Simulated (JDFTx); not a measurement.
Al(111) slab cut from bulk Al (space group Fm-3m, indices of the conventional cell, lattice of the Materials Project entry mp-134, not re-optimised): 4 atoms in 4 planes, a 1x1 cell of 7.06 Å² (|a| = 2.856, |b| = 2.856 Å), 7.0 Å between the outermost planes, cell height 31.0 Å, 8×8×1 k mesh, Fermi smearing 0.01 Ha, no spin polarisation.

Method: PBE, GBRV ultrasoft potentials, plane waves to 20/100 Ha, in JDFTx (a modified build). Unrelaxed slab in linear PCM (GLSSA13), water, with a linear (Debye) 1:1 salt. C is the mean capacitance on the positive side of zero charge, good to about 1.5 %; C_d = ε₀ε/λ is the diffuse-layer value.

| salt | λ (Å) | 1000/C_d (cm²/μF) | 1000/C (cm²/μF) |
|---|---|---|---|
| 0.1 M | 9.61 | 13.85 | 65.3 |
| 0.3 M | 5.55 | 7.99 | 58.6 |
| 1 M | 3.04 | 4.38 | withheld |
| 3 M | 1.75 | 2.53 | 52.6 |

Fit the Parsons-Zobel line 1000/C = m·(1000/C_d) + q to the other rows by least squares, predict the withheld value, and compare with the run.

The fit gives m = 1.12, q (cm²/μF) = 49.7, with a root-mean-square miss of 0.06 cm²/μF on its own rows. It predicts 54.6 cm²/μF; the run gives 54.6 cm²/μF, the same to these digits.

Two capacitors in series would give m = 1; the intercept corresponds to an inner capacitance of 20.1 μF/cm².
